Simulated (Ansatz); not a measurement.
AgCl:
```xyz
2
Lattice="0.0000 2.8058 2.8058 2.8058 0.0000 2.8058 2.8058 2.8058 0.0000" Properties=species:S:1:pos:R:3 pbc="T T T"
Ag     2.8058     2.8058     2.8058
Cl     0.0000     0.0000     0.0000
```

Relaxed with PBE. Special points in fractions of this cell's reciprocal vectors: Γ (0.000, 0.000, 0.000); X (0.500, 0.000, 0.500); U (0.625, 0.250, 0.625); K (0.375, 0.375, 0.750); L (0.500, 0.500, 0.500); W (0.500, 0.250, 0.750).

### Question
List the band energies nearest the valence-band maximum at these points for the program Ansatz at the PBE with spin–orbit coupling level (PAW).

### Answer
In eV from the valence-band maximum; about four levels below and three above (degenerate sets whole), none deeper than 8.9 eV; points with the same levels are listed once.

```
k                    below                              above
-  -----------------------  ---------------------------------
Γ  -2.11 -2.11 -2.11 -2.11  0.88 0.88 10.66 10.66 10.66 10.66
X  -1.72 -1.72 -1.64 -1.64                2.39 2.39 7.98 7.98
U  -1.49 -1.49 -0.98 -0.98                3.57 3.57 7.19 7.19
L    -0.04 -0.04 0.00 0.00                4.28 4.28 6.31 6.31
W  -1.68 -1.68 -1.09 -1.09                4.11 4.11 7.73 7.73
```

Space group Fm-3m (rock salt). Symmetry was held in the PBE relaxation; phonons on a q-mesh show no instability. The run is not spin-polarised.

Potentials: the later of the program's two PAW sets.
